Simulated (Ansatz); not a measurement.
## Structure optimisation: silver, simple cubic

The calculation used Ansatz 0.2.0, DFT, LDA (PW92), plane waves (420 eV) with PAW, scalar-relativistic. The PAW files were generated under PBE, with cores re-solved for the functional.

k-point mesh 12×12×12, Fermi-Dirac smearing 0.1 eV, no spin polarisation. Cell and atoms relax.

Starting structure:

```yaml
crystal:
  lattice:
    - [2.6410353091, 0.0, 0.0]
    - [0.0, 2.6410353091, 0.0]
    - [0.0, 0.0, 2.6410353091]
  atoms:
    - { symbol: Ag, position: [0.0, 0.0, 0.0] }
hamiltonian:
  xc: lda
  pseudopotentials:
    kind: paw
    azcp:
      Ag: "pseudopotentials/Ag.paw.azcp"
basis:
  ecutwfc: 420
  fft_grid_basis: typed
kpoints:
  mp_grid: { grid: [12, 12, 12], shift: [0, 0, 0] }
magnetization:
  spin_polarized: false
scf:
  occupations: { method: fermi_dirac, width: 0.1 }
relax:
  max_steps: 60
  f_tol: 0.01
  cell: {}
output:
  write_density: true
  write_potential: true
  elf: true
  volumetric_format: npy
```

Q: What cell does the relaxation end in?

A: Pm-3m with a = 2.647 Å; 18.55 Å³ per atom against 18.42 at the start (0.7 %).

Q: How much energy does the relaxation gain?

A: 0.3 meV per atom.

Path of the relaxation (the plane waves are chosen anew near the end, which can shift the energy a little):

| step | E − E(final) (meV/atom) | V (Å³/atom) | P (GPa) | max force (eV/Å) |
| --- | --- | --- | --- | --- |
| 0 | 0.28 | 18.421 | 0.72 | 0.000 |
| 1 | 0.05 | 18.587 | -0.22 | 0.000 |
| 2 | 0.01 | 18.548 | 0.00 | 0.000 |
| 3 | 0.00 | 18.548 | 0.00 | 0.000 |
